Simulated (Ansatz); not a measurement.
The relaxed structure here is a generated cell of SiC: the first start was made by placing the elements on the sites of a structure type, and the end was not matched to a known phase here, so it may be hypothetical. Known forms of SiC include space group No. 186, 216.

A relaxed structure of SiC. Space group P4₂/mnm (No. 136), AFLOW prototype AB_tP8_136_g_f (as in BeO). The numbers are results of r2SCAN (plane waves to 500 eV, PAW, scalar-relativistic; Ansatz, a first-principles code), not measurements.

```xyz
8
Lattice="5.2892 0.0000 0.0000 0.0000 5.2892 0.0000 0.0000 0.0000 3.0767" Properties=species:S:1:pos:R:3 pbc="T T T"
Si     1.7170     3.5722     1.5384
Si     0.9276     0.9276     0.0000
Si     4.3616     4.3616     0.0000
Si     3.5722     1.7170     1.5384
C      3.6227     3.6227     1.5384
C      4.3111     0.9781     0.0000
C      0.9781     4.3111     0.0000
C      1.6665     1.6665     1.5384
```

* **Volume per atom**: 10.76 Å³
* **Band gap**: 2.45 eV, indirect (valence top at 86 % of the way from M to Γ, conduction bottom at 67 % of the way from Γ to Z) (no spin-orbit coupling)
* **Smallest direct gap**: 3.31 eV at 86 % of the way from M to Γ
* **Shortest distances**: C–Si 1.86 Å; Si–Si 2.62 Å; C–C 2.77 Å
* **k-mesh**: 6×6×11

Band energies at high-symmetry points (eV from the VBM; labels of this space group; no spin-orbit coupling), from −5 eV up to 5.5 eV:

| point | energies |
|---|---|
| Γ | -4.64 -3.57 -1.57 -1.57 -0.52 -0.15 -0.09 -0.09 3.25 4.86 |
| X | -4.49 -4.49 -2.93 -2.93 -2.77 -2.77 -1.20 -1.20 -1.02 -1.02 4.50 4.50 5.48 5.48 |
| M | -3.38 -3.38 -2.27 -2.27 -2.04 -2.04 -1.75 -1.75 4.88 4.88 5.05 5.05 |
| Z | -3.88 -3.88 -3.05 -3.05 -2.93 -2.93 3.36 3.36 |
| R | -3.98 -3.98 -2.65 -2.65 -1.46 -1.46 3.68 3.68 |
| A | -3.97 -3.97 -2.58 -2.58 -2.17 -2.17 -1.82 -1.82 3.41 3.41 3.85 3.85 5.46 5.46 |

No spin polarisation in the result.

The run could not lose the symmetry of its start: the end is stationary, and may be a saddle point rather than a minimum.

It was reached from a disturbed copy of a P6₃/mmc (No. 194) cell, against which it lies -0.405 eV/atom.
